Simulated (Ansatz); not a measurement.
Relaxed-ion elastic tensor of TiTc (CsCl type, Pm-3m) in GPa (Voigt order), DFT-PBEsol in the program Ansatz with PAW potentials; density 8.38 g/cm³, 14.44 Å³ per atom.

```
 373   144   144   0.0   0.0   0.0
 144   373   144   0.0   0.0   0.0
 144   144   373   0.0   0.0   0.0
 0.0   0.0   0.0  61.3   0.0   0.0
 0.0   0.0   0.0   0.0  61.3   0.0
 0.0   0.0   0.0   0.0   0.0  61.3
```

Question: Is the crystal mechanically stable?

Answer: Yes: the smallest eigenvalue of C is 61.3 GPa.

Question: Work out the Voigt, Reuss and Hill averages.

Answer: K_V = 220, K_R = 220, K_H = 220; G_V = 82.5, G_R = 75.3, G_H = 78.9 GPa.

Question: Give Young's modulus, Poisson's ratio, Pugh's ratio and the universal anisotropy index.

Answer: E = 9KG/(3K + G) = 211 GPa; ν = 0.34; K/G = 2.79 (ductile by the Pugh limit of 1.75); A_U = 5G_V/G_R + K_V/K_R − 6 = 0.48.

Question: Estimate the sound speeds and the Debye temperature.

Answer: v_l = √((K + 4G/3)/ρ) = 6230 m/s, v_t = √(G/ρ) = 3070 m/s, mean 3450 m/s; Θ = (h/k)(3n/4πV)^(1/3) v_m = 421 K.

Question: Give the Zener ratio and Young's modulus along [100], [110] and [111].

Answer: A = 2C44/(C11 − C12) = 0.54; 1/E = S11 − 2(S11 − S12 − S44/2)Γ with Γ = 0, 1/4, 1/3 gives 292, 188, 168 GPa.

Question: Solve the Christoffel equation for the three sound speeds along [100], [110], [111].

Answer: Eigenvalues of C_ijkl n_j n_l equal ρv². In km/s, slowest first: [100] 2.71, 2.71, 6.67; [110] 2.71, 3.69, 6.17; [111] 3.40, 3.40, 6.00.

The workflow started from an entry of the Crystallography Open Database (COD). Its standing as an ambient phase is unchecked. Symmetry was held in the PBEsol relaxation; of distortions, only those at the zone centre were tested. No spin polarisation was allowed. As this level gives no gap, shear constants depend on the k-mesh and smearing (Fermi–Dirac, 0.1 eV here).

Potentials: the later of the program's two PAW sets.
